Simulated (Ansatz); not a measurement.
Data:

AlCl3:
```
AlCl3
1.0
    2.92265     5.05828     0.00000
   -2.92265     5.05828     0.00000
   -1.89039     0.00000     5.68285
Al Cl
2 6
Direct
  0.16656   0.16656   0.00000
  0.83344   0.83344   0.00000
  0.78093   0.21907   0.76678
  0.21907   0.78093   0.23322
  0.92944   0.42522   0.23124
  0.07056   0.57478   0.76876
  0.42522   0.92944   0.76876
  0.57478   0.07056   0.23124
```

This is the LDA-relaxed structure. Tensor components refer to the Cartesian frame of this cell.

All from LDA (plane waves, PAW; program Ansatz), unless another level is named. Predict the band gap.

4.91 eV (indirect).

Next, the smallest direct gap on the standard path?

5.00 eV.

Next, the hole effective mass?

0.87, 1.4, 2.7 mₑ (principal values).

Give the electron effective mass.

0.66, 0.84, 1.3 mₑ (principal values).

Give the valence-band maximum.

at Y (k = 0.500, 0.500, 0.000 in fractions of the reciprocal vectors).

Space group C2/m. The workflow started from a Materials Project entry (that database holds measured and hypothetical structures alike); the Crystallography Open Database files this formula in space group No. 12, but the cells were not matched. Its standing as an ambient phase is unchecked. Symmetry was held in the LDA relaxation; whether a distortion lowers the energy is not shown. A crystal of weakly bound layers computed without a dispersion correction: the cell and the soft elastic constants depend strongly on that.

Potentials: the earlier of the program's two PAW sets. The files were generated under PBE; for other functionals the program regenerates the frozen cores, and for LDA and PBEsol the local potential too.
